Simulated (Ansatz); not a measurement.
Data:

La2Ga7Au:
```cif
data_AuGa7La2
_chemical_formula_sum 'La2 Ga7 Au1'
_space_group_name_H-M_alt 'P4mm'
_space_group_IT_number 99
_space_group_name_Hall 'P 4 -2'
_cell_length_a 4.43012
_cell_length_b 4.43012
_cell_length_c 10.43284
_cell_angle_alpha 90.000
_cell_angle_beta 90.000
_cell_angle_gamma 90.000
loop_
_atom_site_label
_atom_site_type_symbol
_atom_site_symmetry_multiplicity
_atom_site_Wyckoff_symbol
_atom_site_fract_x
_atom_site_fract_y
_atom_site_fract_z
_atom_site_occupancy
La1 La 1 a 0.00000 0.00000 0.99474 1
La2 La 1 b 0.50000 0.50000 0.49380 1
Ga1 Ga 2 c 0.00000 0.50000 0.25035 1
Ga2 Ga 2 c 0.00000 0.50000 0.74920 1
Ga3 Ga 1 a 0.00000 0.00000 0.62047 1
Ga4 Ga 1 a 0.00000 0.00000 0.38347 1
Ga5 Ga 1 b 0.50000 0.50000 0.88398 1
Au1 Au 1 b 0.50000 0.50000 0.12448 1
```

This is the r²SCAN-relaxed structure.

Task: All from r²SCAN (plane waves, PAW; program Ansatz), unless another level is named. Predict the formation energy from the elements (no fitted shifts).

Result: -0.66 eV/atom.

Task: What about the density of states at the Fermi level?

Result: 0.23 states/eV per atom (mean over ±0.08 eV).

The first step of the workflow began from a Materials Project structure, measured or hypothetical; the Crystallography Open Database copy checked does not list it. With Ga and Au taken as one species the cell has the higher symmetry I4/mmm, so it may be an ordered model of a mixed-site phase. Its standing as an ambient phase is unchecked. The r²SCAN relaxation kept the symmetry of its start; whether a distortion lowers the energy is not shown. The references are the lowest solids computed at this level, not always the standard phases. Spin–orbit coupling is left out wherever it is not named.

Potentials: the later of the program's two PAW sets.
